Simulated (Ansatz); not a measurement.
Method: DFT PBE, scalar-relativistic, plane waves, PAW (Ansatz). All cells share a 420 eV cutoff and Γ-centred k meshes spaced at most about 0.3 Å⁻¹ (about 0.25 or finer for metals, 2π included). No spin polarisation in the final relaxations.

Temperature and zero-point effects are left out. All come from trial cells, and lower structures may exist.

Question: Order these relaxed structures of InGa3Se2 by energy, lowest first, with the energy over the lowest of them.
A.

```xyz
6
Lattice="-2.8110 2.8110 5.3436 2.8110 -2.8110 5.3436 2.8110 2.8110 -5.3436" Properties=species:S:1:pos:R:3 pbc="T T T"
In    0.0000    0.0000    0.0000
Ga    0.0000    0.0000    2.8180
Ga    0.0000    0.0000    7.8692
Ga    0.0000    0.0000    5.3436
Se    0.0000    2.8110    0.0000
Se    2.8110    0.0000    0.0000
```

B.

```xyz
6
Lattice="4.9053 0.0000 0.0000 -2.4526 4.2481 0.0000 0.0000 0.0000 10.2032" Properties=species:S:1:pos:R:3 pbc="T T T"
In    0.0000    0.0000    0.0000
Ga    0.0000    2.8321    5.1016
Ga    2.4526    1.4160    5.1016
Ga    0.0000    0.0000    5.1016
Se    0.0000    0.0000    2.6481
Se    0.0000    0.0000    7.5551
```

C.

```xyz
6
Lattice="6.1986 0.0000 0.0000 -3.0993 5.3682 0.0000 0.0000 0.0000 4.4360" Properties=species:S:1:pos:R:3 pbc="T T T"
In    0.0000    0.0000    0.0000
Ga    3.0993    0.0000    2.2180
Ga    1.5497    2.6841    2.2180
Ga   -1.5497    2.6841    2.2180
Se    0.0000    3.5788    0.0000
Se    3.0993    1.7894    0.0000
```

Answer: C (0 meV/atom), A (76 meV/atom), B (176 meV/atom). Forms: C P6/mmm; A I4/mmm; B P6/mmm. Counting Se atoms around Ga and In (those within 1.25 times the shortest such distance or 1.15 times the sum of covalent radii; the shortest distance is added where it is long for a bond; a slash parts the counts of unlike sites): C has In 6 from 3.6 Å, Ga 4; A has In 4, Ga 4/8 from 3.8 Å; B has In 2, Ga 2/6 from 3.7 Å.

Cells relaxed within their symmetry can be saddle points. Some structure types and database cells were kept out of the candidates from the start, so a known form may be missing.
